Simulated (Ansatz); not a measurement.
Ga$_{2}$O$_{3}$:
```cif
data_Ga8O12
_chemical_formula_sum 'Ga8 O12'
_space_group_name_H-M_alt 'Cmcm'
_space_group_IT_number 63
_space_group_name_Hall '-C 2c 2'
_cell_length_a 2.77343
_cell_length_b 9.23986
_cell_length_c 7.19586
_cell_angle_alpha 90.000
_cell_angle_beta 90.000
_cell_angle_gamma 90.000
loop_
_atom_site_label
_atom_site_type_symbol
_atom_site_symmetry_multiplicity
_atom_site_Wyckoff_symbol
_atom_site_fract_x
_atom_site_fract_y
_atom_site_fract_z
_atom_site_occupancy
Ga1 Ga 4 c 0.00000 0.24699 0.25000 1
Ga2 Ga 4 a 0.00000 0.00000 0.00000 1
O1 O 8 f 0.00000 0.63679 0.07608 1
O2 O 4 c 0.00000 0.10672 0.75000 1
```
(The calculation used a cell of 10 atoms; values per cell refer to that cell.)

Relaxed with r²SCAN. DFT-r²SCAN in the program Ansatz with PAW potentials gives a gap of 2.32 eV.

### Question
What gap does HSE06 give on the same cell (Ansatz, PAW)?

### Answer
3.35 eV, 1.03 eV more. The hybrid was solved on a coarser mesh and at special points; the gap given is the minimum over both.

```csv
k,v1 r²SCAN,c1 r²SCAN,v1 HSE06,c1 HSE06
Γ,-0.03,2.32,-0.03,3.35
Y,-0.40,4.86,-0.41,6.00
T,-0.69,5.28,-0.67,6.45
Z,-0.83,4.08,?,?
S,-0.70,3.88,?,?
R,-0.41,4.94,-0.46,6.12
Σ0,-0.54,4.02,?,?
A0,-0.42,4.99,?,?
```

### Question
Top valence (v1) and lowest conduction level (c1) in eV from each method's valence maximum (which need not be a listed point): supply the withheld HSE06 values.

### Answer

- Z, v1 HSE06: -0.76
- Z, c1 HSE06: 5.14
- Σ0, v1 HSE06: -0.59
- Σ0, c1 HSE06: 5.15
- S, v1 HSE06: -0.78
- S, c1 HSE06: 5.01
- A0, v1 HSE06: -0.45
- A0, c1 HSE06: 6.18

Cost on shared cores: the r²SCAN run (SCF on a 10×10×4 mesh, then bands and DOS) very roughly 2.8 core-minutes, the HSE06 run (SCF on 6×6×3, then a few points) very roughly 6 core-minutes; the tasks are unlike.

The workflow started from a Materials Project entry (that database holds measured and hypothetical structures alike); the Crystallography Open Database copy checked does not list it. It is not the phase usual at ambient conditions (space group No. 12, 167). The cell was relaxed with r²SCAN under the symmetry of its start. At this level the phase is dynamically unstable (imaginary phonons). Scalar-relativistic: spin–orbit coupling is off unless named, which matters more the heavier the elements.

Potentials: the earlier of the program's two PAW sets. The files were generated under PBE; for other functionals the program regenerates the frozen cores, and for LDA and PBEsol the local potential too.
